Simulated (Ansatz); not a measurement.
Given:

BeTe:
```
CELL_PARAMETERS angstrom
      0.00000     2.81571     2.81571
      2.81571     0.00000     2.81571
      2.81571     2.81571     0.00000
ATOMIC_POSITIONS crystal
  Be 0.00000 0.00000 0.00000
  Te 0.25000 0.25000 0.25000
```

This is the HSE06-relaxed structure.

Q: All from plane-wave PAW HSE06 (Ansatz code), unless another level is named. Give the gap with spin–orbit coupling.

A: 2.34 eV (at the special points and the edges found without it).

Q: What about the smallest direct gap on the standard path?

A: 4.47 eV.

Q: Give the valence-band maximum.

A: at Γ.

Space group F-43m (zinc blende). The HSE06 relaxation kept the symmetry of its start. The hybrid was solved on a coarse mesh, the path and, where they were found, the r²SCAN edge points; its band edges are the extreme levels among these. Spin–orbit coupling is left out wherever it is not named.

Potentials: the earlier of the program's two PAW sets.
